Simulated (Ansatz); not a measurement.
LiBr (rock salt)

```yaml
crystal:
  lattice:
    - [0.00000, 2.75554, 2.75554]
    - [2.75554, 0.00000, 2.75554]
    - [2.75554, 2.75554, 0.00000]
  atoms:
    - { symbol: Br, position: [0.00000, 0.00000, 0.00000] }
    - { symbol: Li, position: [0.50000, 0.50000, 0.50000] }
```

Two coordinates are scanned: the volume, and the ratio of the stretch along z (the conventional c axis) to the stretch across it. Atoms keep their fractional coordinates.

All values below come from PBE (plane waves to 420 eV, PAW, scalar-relativistic; Ansatz, a first-principles code). k mesh 10×10×10 (Γ-centred), Fermi-Dirac smearing 0.05 eV. Stress and pressure are positive under compression. LiBr was relaxed with its symmetry unable to fall.

At one point of the scan the stress tensor (GPa) is:

```
   1.52     0.00     0.00
   0.00     1.52     0.00
   0.00     0.00    -0.48
```

Q: Which point is it?
A. V/V₀ = 0.960, (c/a)/(c/a)₀ = 1.000
B. V/V₀ = 0.980, (c/a)/(c/a)₀ = 1.080
C. V/V₀ = 1.020, (c/a)/(c/a)₀ = 1.080
D. V/V₀ = 0.980, (c/a)/(c/a)₀ = 1.000

A: B, V/V₀ = 0.980, (c/a)/(c/a)₀ = 1.080

(Under strain, the slope of the energy per volume gives the stress and its curvature an elastic modulus.)
